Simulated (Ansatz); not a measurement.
BPt:
Space group P6₃/mmc (No. 194); a = b = 3.7116 Å, c = 3.6881 Å, α = β = 90.00°, γ = 120.00°

```json
[
 {"atom": "Pt", "site": "2c", "symmetry": "-6m2", "x": "0.3333", "y": "0.6667", "z": "0.2500"},
 {"atom": "B", "site": "2a", "symmetry": "-3m.", "x": "0.0000", "y": "0.0000", "z": "0.0000"}
]
```

Relaxed at zero pressure with r²SCAN (plane waves, PAW; program Ansatz).

Problem. The volume is lowered by 6 % and shape and atoms relax at that volume. What pressure results, and how do the axes share the change?

Solution. 19.5 GPa; a -1.7 %, b -1.7 %, c -2.6 %; the energy rises by 38 meV/atom.

Problem. Give the new structure.

Solution. 
Space group P6₃/mmc (No. 194); a = 3.6471 Å, b = 3.6471 Å, c = 3.5905 Å, α = 90.00°, β = 90.00°, γ = 120.00°

| atom | site | symmetry | x | y | z |
|---|---|---|---|---|---|
| Pt | 2c | -6m2 | 0.3333 | 0.6667 | 0.2500 |
| B | 2a | -3m. | 0.0000 | 0.0000 | 0.0000 |

The phase is kept; no other phase was compared at this pressure.

Space group P6_3/mmc (NiAs type). The workflow started from an entry of the Crystallography Open Database (COD). Whether it is the stable phase at ambient conditions was not checked. The r²SCAN relaxation kept the symmetry of its start; whether a distortion lowers the energy is not shown. No spin polarisation was allowed. Scalar-relativistic: spin–orbit coupling is off unless named, which matters more the heavier the elements.

Potentials: the later of the program's two PAW sets.
